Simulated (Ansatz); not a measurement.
BaTe (rock salt, Fm-3m) under volume change, plane-wave PAW r²SCAN (Ansatz code), scaled uniformly.

```tsv
V (Å³/atom)	E − E(relaxed) (meV/atom)	P (GPa)
40.081	40.4	3.55
41.403	16.9	2.17
42.724	4.0	1.00
44.045	0.0	0.00
45.367	(withheld)	(withheld)
46.688	(withheld)	(withheld)
48.010	29.2	-2.19
```

Task: What belongs in the gaps?

Result: 
- 45.367, E − E(relaxed) (meV/atom): 3.6
- 45.367, P (GPa): -0.85
- 46.688, E − E(relaxed) (meV/atom): 13.7
- 46.688, P (GPa): -1.57

Task: What does a third-order Birch–Murnaghan fit give for V₀, B₀ and B′?

Result: V₀ = 44.05 Å³/atom, B₀ = 30.6 GPa, B′ = 4.4.

The cell was relaxed with r²SCAN under the symmetry of its start; of distortions, only those at the zone centre were tested. Scalar-relativistic: spin–orbit coupling is off unless named, which matters more the heavier the elements.

Potentials: the later of the program's two PAW sets.
